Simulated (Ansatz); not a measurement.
YHg2:
```cif
data_Hg2Y
_chemical_formula_sum 'Y1 Hg2'
_space_group_name_H-M_alt 'P 1'
_space_group_IT_number 1
_cell_length_a 4.85290
_cell_length_b 4.85290
_cell_length_c 3.51572
_cell_angle_alpha 90.000
_cell_angle_beta 90.000
_cell_angle_gamma 120.000
loop_
_space_group_symop_operation_xyz
  'x, y, z'
loop_
_atom_site_label
_atom_site_type_symbol
_atom_site_fract_x
_atom_site_fract_y
_atom_site_fract_z
_atom_site_occupancy
Y1 Y 0.00000 0.00000 0.00000 1
Hg1 Hg 0.33333 0.66667 0.50000 1
Hg2 Hg 0.66667 0.33333 0.50000 1
```

Relaxed with r²SCAN.

Problem. Which orbitals make up the states near the Fermi level in plane-wave PAW r²SCAN (Ansatz code)?

Solution. Within 0.5 eV of the Fermi level: Y 4d 70 %, outside the projected shells 23 %. Projections are on Löwdin-orthogonalised atomic valence shells; empty p or d shells of many metals are not among them.

Problem. Tabulate the density of states.

Solution. States/eV per cell of 3 atoms, in 0.25 eV bins, energy from the Fermi level.

```tsv
E (eV)	total	Hg 5d	Y 4d	Hg 6s
-7.85	7.33	6.60	0.12	0.50
-7.60	7.19	6.76	0.11	0.18
-7.35	11.50	11.14	0.13	0.14
-7.10	9.71	9.30	0.08	0.20
-6.85	4.05	3.62	0.04	0.27
-6.60	2.48	2.06	0.03	0.27
-6.35	0.76	0.29	0.04	0.31
-6.10	0.89	0.30	0.06	0.41
-5.85	0.95	0.30	0.08	0.48
-5.60	1.07	0.30	0.12	0.57
-5.35	1.15	0.26	0.18	0.62
-5.10	1.07	0.21	0.23	0.55
-4.85	0.75	0.12	0.18	0.38
-4.60	0.57	0.07	0.14	0.30
-4.35	0.60	0.07	0.16	0.31
-4.10	0.61	0.06	0.17	0.32
-3.85	0.59	0.05	0.17	0.31
-3.60	0.57	0.04	0.16	0.30
-3.35	0.55	0.04	0.17	0.25
-3.10	0.56	0.03	0.17	0.21
-2.85	0.58	0.03	0.18	0.19
-2.60	0.64	0.03	0.20	0.17
-2.35	0.70	0.03	0.22	0.16
-2.10	0.66	0.03	0.20	0.13
-1.85	0.82	0.03	0.25	0.12
-1.60	1.13	0.04	0.40	0.13
-1.35	2.11	0.05	1.00	0.11
-1.10	1.73	0.03	0.80	0.10
-0.85	1.81	0.03	0.90	0.08
-0.60	1.31	0.03	0.71	0.06
-0.35	1.18	0.03	0.68	0.05
-0.10	1.67	0.05	1.12	0.05
0.15	2.20	0.07	1.62	0.04
0.40	2.11	0.07	1.60	0.02
0.65	1.60	0.05	1.23	0.03
0.90	1.20	0.04	0.90	0.04
1.15	1.06	0.04	0.76	0.07
1.40	1.05	0.04	0.73	0.10
1.65	1.10	0.03	0.79	0.07
1.90	2.36	0.06	1.74	0.09
2.15	3.12	0.08	2.39	0.19
2.40	3.66	0.07	2.83	0.23
2.65	3.56	0.06	2.62	0.32
2.90	3.25	0.05	2.10	0.45
3.15	2.22	0.03	1.19	0.36
3.40	2.69	0.04	1.55	0.36
3.65	2.61	0.03	1.38	0.40
3.90	1.83	0.02	0.87	0.31
4.15	1.37	0.01	0.55	0.22
4.40	2.96	0.02	0.98	0.46
4.65	1.92	0.01	0.53	0.24
```

Space group P6/mmm. The workflow started from a Materials Project entry (that database holds measured and hypothetical structures alike); the Crystallography Open Database files this formula in space group No. 191, but the cells were not matched. Whether it is the stable phase at ambient conditions was not checked. The cell was relaxed with r²SCAN under the symmetry of its start; whether a distortion lowers the energy is not shown. No spin polarisation was allowed. Scalar-relativistic: spin–orbit coupling is off unless named, which matters more the heavier the elements.

Potentials: the later of the program's two PAW sets.
